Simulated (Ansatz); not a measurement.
AlGaN2:
```
AlGaN2
1.0
    3.14673     0.00000     0.00000
   -1.57337     2.72515     0.00000
    0.00000     0.00000     5.09638
Al Ga N
1 1 2
Direct
  0.00000   0.00000   0.99953
  0.66667   0.33333   0.49723
  0.66667   0.33333   0.11253
  0.00000   0.00000   0.62710
```

PBEsol (plane waves, PAW; program Ansatz) gives a gap of 2.82 eV without spin–orbit coupling, maximum at Γ, minimum at Γ.

**Question.** What happens when spin–orbit coupling is switched on?

**Answer.** The gap decreases by 0.01 eV, to 2.81 eV; maximum at Γ, minimum at Γ.

**Question.** Give the electron effective mass with spin–orbit coupling.

**Answer.** 0.23 mₑ (isotropic).

**Question.** Give the hole effective mass with spin–orbit coupling.

**Answer.** 0.51, 0.51, 3.4 mₑ (principal values).

Space group P3m1. The first step of the workflow began from a Materials Project structure, measured or hypothetical; the Crystallography Open Database copy checked does not list it. With Al and Ga taken as one species the cell has the higher symmetry P6_3mc, so it may be an ordered model of a mixed-site phase. Its standing as an ambient phase is unchecked. Symmetry was held in the PBEsol relaxation; its stability against distortions is not shown here.

Potentials: the later of the program's two PAW sets.
